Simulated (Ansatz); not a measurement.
Input:

KBr:
```cif
data_BrK
_chemical_formula_sum 'K1 Br1'
_space_group_name_H-M_alt 'P 1'
_space_group_IT_number 1
_cell_length_a 4.50538
_cell_length_b 4.50538
_cell_length_c 4.50538
_cell_angle_alpha 60.000
_cell_angle_beta 60.000
_cell_angle_gamma 60.000
loop_
_space_group_symop_operation_xyz
  'x, y, z'
loop_
_atom_site_label
_atom_site_type_symbol
_atom_site_fract_x
_atom_site_fract_y
_atom_site_fract_z
_atom_site_occupancy
K1 K 0.00000 0.00000 0.00000 1
Br1 Br 0.50000 0.50000 0.50000 1
```

This is the LDA-relaxed structure.

Problem. All from DFT-LDA in the program Ansatz with PAW potentials, unless another level is named. Predict the hole effective mass, band 1 of 3 at the edge.

Solution. 3.2 along [100], 3.2 along [110], 2.2 along [111] (mₑ).

Problem. And the formation energy from the elements (no fitted shifts)?

Solution. -1.77 eV/atom.

Problem. And the hole effective mass, band 3 of 3 at the edge?

Solution. 0.46 along [100], 0.50 along [110], 0.52 along [111] (mₑ).

Problem. Next, the band gap?

Solution. 4.32 eV (direct).

Problem. Predict the valence-band maximum.

Solution. at Γ.

Space group Fm-3m (rock salt). Symmetry was held in the LDA relaxation; phonons on a q-mesh show no instability. The references are the lowest solids computed at this level, not always the standard phases. Scalar-relativistic: spin–orbit coupling is off unless named, which matters more the heavier the elements.

Potentials: the later of the program's two PAW sets.
